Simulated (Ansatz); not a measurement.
In PBEsol in the plane-wave PAW code Ansatz, GaP in the rock salt structure (Fm-3m) relaxes to a = 5.087 Å. Ga has 6 nearest neighbours from 2.54 Å (octahedral); P has 6 nearest neighbours from 2.54 Å (octahedral). Its formation energy from the elements is -0.068 eV/atom, with no fitted shifts.

Electronic character: metallic (no gap). Gap from PBEsol with spin–orbit coupling: none (metallic).

The bulk modulus is 998 kbar. The relaxed-ion elastic constants in GPa are C11 = 188, C12 = 55.4, C44 = 23.1. The elastic constants imply a Debye temperature near 349 K. The highest mode at Γ lies at 20.0 meV.

The start of the workflow was typed in or built on a structure type; neither database checked (COD, Materials Project) lists it. It is not the phase usual at ambient conditions (space group No. 216). The cell was relaxed with PBEsol under the symmetry of its start; of distortions, only those at the zone centre were tested. As this level gives no gap, shear constants depend on the k-mesh and smearing (Fermi–Dirac, 0.1 eV here). The references are the lowest solids computed at this level, not always the standard phases. Scalar-relativistic: spin–orbit coupling is off unless named, which matters more the heavier the elements.

Potentials: the later of the program's two PAW sets.
